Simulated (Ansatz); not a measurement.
A geometry of TiB2 away from equilibrium: step 3 of the relaxation of a relaxed TiB2 cell displaced along its unstable phonon at q = (½, ½, 0) of its primitive reciprocal cell (288i cm⁻¹), largest move 0.15 Å. Computed with r2SCAN (plane waves to 500 eV, PAW, scalar-relativistic; Ansatz, an electronic-structure program). Γ-centred k-mesh 14×14×14 on the run's cell (coarser than for final values), Fermi–Dirac smearing 0.05 eV. The plane waves were selected for a different cell earlier on the path.

```yaml
crystal:
  lattice:
    - [-3.21556, 3.21556, 5.77738]
    - [0.00000, 0.00000, 5.77738]
    - [1.60014, 1.60014, -2.88869]
  atoms:
    - { symbol: Ti, position: [0.06483, 0.93517, 0.00000] }
    - { symbol: Ti, position: [0.43517, 0.06483, 0.00000] }
    - { symbol: B, position: [0.92114, 0.44235, 0.00000] }
    - { symbol: B, position: [0.57886, 0.28463, 0.00000] }
    - { symbol: B, position: [0.92114, 0.71537, 0.00000] }
    - { symbol: B, position: [0.57886, 0.55765, 0.00000] }
```

Question: Give the Cartesian forces on all atoms (eV/Å).

Answer: 
| atom | Fx | Fy | Fz |
|---|---|---|---|
| Ti1 | -0.47 | 0.47 | 0.00 |
| Ti2 | 0.47 | -0.47 | 0.00 |
| B3 | 0.74 | -0.74 | -1.38 |
| B4 | -0.74 | 0.74 | -1.38 |
| B5 | 0.74 | -0.74 | 1.38 |
| B6 | -0.74 | 0.74 | 1.38 |

The path ends in Cmme (No. 67). No spin polarisation in the result.

The run could not lose the symmetry of its start: the end is stationary, and may be a saddle point rather than a minimum.

The end of the path is a generated cell of TiB2: the first start was made by placing the elements on the sites of a structure type, and the end was not matched to a known phase here, so it may be hypothetical. Known forms of TiB2 include space group No. 191.
